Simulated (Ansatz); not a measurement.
MnTlCl$_{3}$:
```yaml
crystal:
  lattice:
    - [0.00000, 5.00279, 5.00279]
    - [5.00279, 0.00000, 5.00279]
    - [5.00279, 5.00279, 0.00000]
  atoms:
    - { symbol: Mn, position: [0.00000, 0.00000, 0.00000] }
    - { symbol: Tl, position: [0.75000, 0.75000, 0.75000] }
    - { symbol: Cl, position: [0.25000, 0.75000, 0.75000] }
    - { symbol: Cl, position: [0.25000, 0.75000, 0.25000] }
    - { symbol: Cl, position: [0.25000, 0.25000, 0.75000] }
    - { symbol: Mn, position: [0.50000, 0.50000, 0.50000] }
    - { symbol: Tl, position: [0.25000, 0.25000, 0.25000] }
    - { symbol: Cl, position: [0.75000, 0.25000, 0.25000] }
    - { symbol: Cl, position: [0.75000, 0.25000, 0.75000] }
    - { symbol: Cl, position: [0.75000, 0.75000, 0.25000] }
```
The run is spin-polarised.

This is the r²SCAN-relaxed structure.

**Question.** All from DFT-r²SCAN in the program Ansatz with PAW potentials, unless another level is named. Estimate the magnetic order.

**Answer.** antiferromagnetic.

**Question.** Predict the Bader charges.

**Answer.** Mn +1.44, Tl +0.81, Cl -0.75 e.

Space group Pm-3m (cubic perovskite). The workflow started from a Materials Project entry (that database holds measured and hypothetical structures alike); the Crystallography Open Database copy checked does not list it. Its standing as an ambient phase is unchecked. The cell was relaxed with r²SCAN under the symmetry of its start, as lowered by the spin order; whether a distortion lowers the energy is not shown. Spin order of the final state: antiferromagnetic, chosen from 4 collinear starts compared on coarse meshes (ties went to the first, and starts can fall back to one state), not a proven ground state. Other orbital occupations within this spin state were not tried. No Hubbard U is applied. Scalar-relativistic: spin–orbit coupling is off unless named, which matters more the heavier the elements.

Potentials: the later of the program's two PAW sets.
